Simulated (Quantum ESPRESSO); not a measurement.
# Kohn-Sham bands of RbHO (P2₁/m)

```yaml
crystal:
  lattice:
    - [4.17236, 0.00000, 0.00000]
    - [0.00000, 4.15620, 0.00000]
    - [-1.45568, 0.00000, 5.77172]
  atoms:
    - { symbol: Rb, position: [0.17334, 0.25000, 0.28828] }
    - { symbol: Rb, position: [0.82666, 0.75000, 0.71172] }
    - { symbol: H, position: [0.47785, 0.25000, 0.92235] }
    - { symbol: H, position: [0.52215, 0.75000, 0.07765] }
    - { symbol: O, position: [0.32904, 0.25000, 0.76989] }
    - { symbol: O, position: [0.67096, 0.75000, 0.23011] }
```

Cell from Materials Project (mp-643043), symmetrised, no further relaxation. Not found in the COD (Crystallography Open Database) copy used; not checked further. Level: LDA, no spin polarisation, no spin-orbit coupling; pw.x of Quantum ESPRESSO at 68 Ry with PseudoDojo potentials, 8×8×6 k-points, Wannier90. Density: 8×8×6 mesh, cold smearing 0.01 Ry.

Energies are relative to the valence-band maximum; weights are on the orthonormalised atomic waves of the pseudopotential files, averaged over the group. 32 electrons a cell are treated as valence.

Into which isolated groups do the bands fall, where do they lie and what are they made of?


```json
[
 {"bands": "1–2", "from (eV)": "-24.88", "to (eV)": "-24.74", "filling": "filled", "weight on atomic waves": "Rb 4s 97 %"},
 {"bands": "3–4", "from (eV)": "-16.70", "to (eV)": "-16.36", "filling": "filled", "weight on atomic waves": "O 2s 74 %, H 1s 19 %"},
 {"bands": "5–10", "from (eV)": "-9.57", "to (eV)": "-8.63", "filling": "filled", "weight on atomic waves": "Rb 4p 97 %"},
 {"bands": "11–12", "from (eV)": "-4.44", "to (eV)": "-3.67", "filling": "filled", "weight on atomic waves": "O 2p 68 %, H 1s 13 %, O 2s 12 %"},
 {"bands": "13–16", "from (eV)": "-1.15", "to (eV)": "0.00", "filling": "filled", "weight on atomic waves": "O 2p 93 %"}
]
```

The Kohn-Sham gap over both meshes and the path is 3.00 eV.
